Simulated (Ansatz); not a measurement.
Si$_{2}$W:
Space group I4/mmm (No. 139); a = 3.211 Å, b = 3.211 Å, c = 7.805 Å, α = 90.00°, β = 90.00°, γ = 90.00°

```
atom  site  symmetry       x       y       z
----  ----  --------  ------  ------  ------
W       2a     4/mmm  0.0000  0.0000  0.0000
Si      4e       4mm  0.0000  0.0000  0.3348
```
(The calculation used a cell of 3 atoms; values per cell refer to that cell.)

Relaxed at zero pressure with plane-wave PAW r²SCAN (Ansatz code).

The volume is raised by 3 % and shape and atoms relax at that volume. What pressure results, and how do the axes share the change?

-6.4 GPa; a 1.1 %, b 1.1 %, c 0.8 %; the energy rises by 8 meV/atom.

Give the new structure.


Space group I4/mmm (No. 139); a = b = 3.2457 Å, c = 7.8694 Å, α = β = γ = 90.00°

```
atom  site  symmetry       x       y       z
----  ----  --------  ------  ------  ------
W       2a     4/mmm  0.0000  0.0000  0.0000
Si      4e       4mm  0.0000  0.0000  0.3353
```

The phase is kept; no other phase was compared at this pressure.

The cell was relaxed with r²SCAN under the symmetry of its start; of distortions, only those at the zone centre were tested. No spin polarisation was allowed. Spin–orbit coupling is left out wherever it is not named.

Potentials: the later of the program's two PAW sets.
